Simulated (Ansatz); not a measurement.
Rough cost of magnetic runs on YbI₂ (P-3m1) in Ansatz 0.2.0, 2 threads of Arm Neoverse V1, on a shared host.

```
Yb I
1.0
     4.49570    0.00000    0.00000
    -2.24785    3.89339    0.00000
     0.00000    0.00000    7.69703
Yb I
1 2
Direct
  0.00000 0.00000 0.00000
  0.33333 0.66667 0.76912
  0.66667 0.33333 0.23088
```

| run | functional, mesh | k points solved | bands | iterations | wall time (s) | peak memory (GiB) |
| --- | --- | --- | --- | --- | --- | --- |
| LAPW: no U | PBEsol, 6×6×3 | 17 | 51 | 17 | 40 | 0.57 |
| LAPW: U = 1 eV on Yb f | PBEsol, 6×6×3 | 17 | 51 | 17 | 43 | 0.62 |
| LAPW: U = 3 eV on Yb f | PBEsol, 6×6×3 | 17 | 51 | 21 | 140 | 0.63 |
| PAW: U = 1 eV on Yb f | PBEsol, 6×6×3 | 17 | 36 | 16 | 13 | 0.55 |
| PAW: no U | PBEsol, 6×6×3 | 17 | 36 | 13 | 11 | 0.5 |
| PAW: U = 3 eV on Yb f | PBEsol, 6×6×3 | 17 | 37 | 25 | 56 | 0.54 |
| PAW: U = 5 eV on Yb f | PBEsol, 6×6×3 | 17 | 37 | 23 | 54 | 0.54 |

(1) Roughly how much dearer is an iteration by LAPW than by PAW among the runs with the first row's mesh and spin treatment (collinear)?

Runs with the default search for lower states can spend part of their time in further cycles.

## Answers

(1) About 1.6 times (medians of wall time over iterations; times from a shared host are rough).
